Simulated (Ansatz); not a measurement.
YbCo₃B₂ in space group P6/mmm (No. 191; Co on 3g, Yb on 1a, B on 2c), PBE in the plane-wave PAW code Ansatz, all energies at zero smearing, with the estimated change up to a 700 eV cutoff added, with one set of potentials and settings (totals compare only within such a set). Cell of 6 atoms (3 Co, 1 Yb, 2 B): -29487.626 eV.

```
element                                reference phase  E (eV/atom)
-------  ---------------------------------------------  -----------
Co       P6_3/mmc, 2 atoms in the cell, spin-polarised   -5126.1559
Yb                          Fm-3m, 1 atoms in the cell  -13795.0278
B                           R-3m, 12 atoms in the cell    -155.9161
```

Formation energy per atom, worked out: (-29487.626 − 3×(-5126.1559) − 1×(-13795.0278) − 2×(-155.9161))/6 = -0.383 eV/atom (-37 kJ per mol of atoms), at 0 K, without zero-point energy or fitted corrections.

The workflow started from an entry of the Crystallography Open Database (COD). Its standing as an ambient phase is unchecked. Symmetry was held in the PBE relaxation; whether a distortion lowers the energy is not shown. The final state is ferromagnetic, the only order run, not a proven ground state. The 4f shell is in the valence, and the state reached may lie above the lowest one. No Hubbard U is applied. The references are the lowest solids computed at this level, not always the standard phases. Scalar-relativistic: spin–orbit coupling is off unless named, which matters more the heavier the elements.

Potentials: the later of the program's two PAW sets.
